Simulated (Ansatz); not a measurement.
Ag (fcc (Cu type)), relaxed with PBE (Ansatz, a program for electronic structure, plane waves, PAW): a = 4.148 Å, b = 4.148 Å, c = 4.148 Å, α = 90.00°, β = 90.00°, γ = 90.00°.

B₀ by P(V) fit (GPa): 90.1

Question: The same phase is relaxed and computed with PBEsol in the same code. What are the cell and these values now?

Answer: a = 4.053 Å, b = 4.053 Å, c = 4.053 Å, α = 90.00°, β = 90.00°, γ = 90.00°.

* **B₀ by P(V) fit (GPa)**: 118

All cells were relaxed under the symmetry of their starts (and spin orders); stability against distortions was not tested throughout. Rows with no word on spin ran without spin polarisation. Spin–orbit coupling is left out wherever it is not named.

Potentials: the earlier of the program's two PAW sets.

Ansatz is a plane-wave DFT program.
